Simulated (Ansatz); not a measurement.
Property card for NbZn₃Ga₃

NbZn3Ga3:
```
NbZn3Ga3
1.0
    2.70780     1.56335     4.60904
   -2.70780     1.56335     4.60904
    0.00000    -3.12670     4.60904
Nb Zn Ga
1 3 3
Direct
  0.00000   0.00000   0.00000
  0.50000   0.00000   0.00000
  0.00000   0.50000   0.00000
  0.00000   0.00000   0.50000
  0.00000   0.50000   0.50000
  0.50000   0.00000   0.50000
  0.50000   0.50000   0.00000
```

Space group R-3m (No. 166); conventional cell a = b = 5.416 Å, c = 13.827 Å, α = β = 90.00°, γ = 120.00°.

Method: the program Ansatz at the r²SCAN level (PAW). Geometry: relaxed at this level of theory. Other levels are named where they apply.

Cell and energy:

```yaml
volume_per_atom: 16.72 Å³
density: 7.07 g/cm³
Formation energy from the elements (no fitted shifts): -0.20 eV/atom
```

Electronic structure:

```yaml
electronic_character: metallic (no gap)
Density of states at the Fermi level: 0.20 states/eV per atom (mean over ±0.08 eV)
```

The first step of the workflow began from a Materials Project structure, measured or hypothetical; the Crystallography Open Database copy checked does not list it. Whether it is the stable phase at ambient conditions was not checked. The r²SCAN relaxation kept the symmetry of its start; whether a distortion lowers the energy is not shown. No spin polarisation was allowed. Axis ratios of metals converge slowly with the k-mesh, so a and c are less sure than the volume. The references are the lowest solids computed at this level, not always the standard phases. Spin–orbit coupling is left out wherever it is not named.

Potentials: the earlier of the program's two PAW sets.
